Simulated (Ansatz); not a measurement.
A generated cell, not matched to a known phase here, of Ca2SnSe4: Pnma (No. 62), oP28; a = 14.574 Å, b = 8.568 Å, c = 6.849 Å, α = 90.00°, β = 90.00°, γ = 90.00°; Ca 4a (0.000, 0.000, 0.000); Ca 4c (0.229, 0.750, 0.490); Sn 4c (0.092, 0.250, 0.411); Se 4c (0.093, 0.250, 0.776); Se 4c (0.432, 0.250, 0.244); Se 8d (0.170, 0.020, 0.245). Level of theory: r2SCAN (plane waves to 500 eV, PAW, scalar-relativistic; Ansatz, an electronic-structure program). Element references, the lowest calculated here: Se (P3₁21), Sn (Fd-3m), Ca (Fm-3m).

**Question.** Estimate the formation energy of this Pnma form of Ca2SnSe4 from the elements that r2SCAN returns for this input.

**Answer.** -1.50 eV/atom.

A lower structure of this composition may exist, and whether it forms at all is not checked here.

Static energies, no anion corrections, no zero-point energy. Values are rounded to 0.01 eV/atom. Not shown to be the ambient phase of their composition (a lower form may be missing, and a cell relaxed within its start's symmetry can be a saddle point): Ca2SnSe4 (Pnma). Spin-orbit coupling is missing from these energies, which matters for elements this heavy. The compounds carry no spin polarisation.
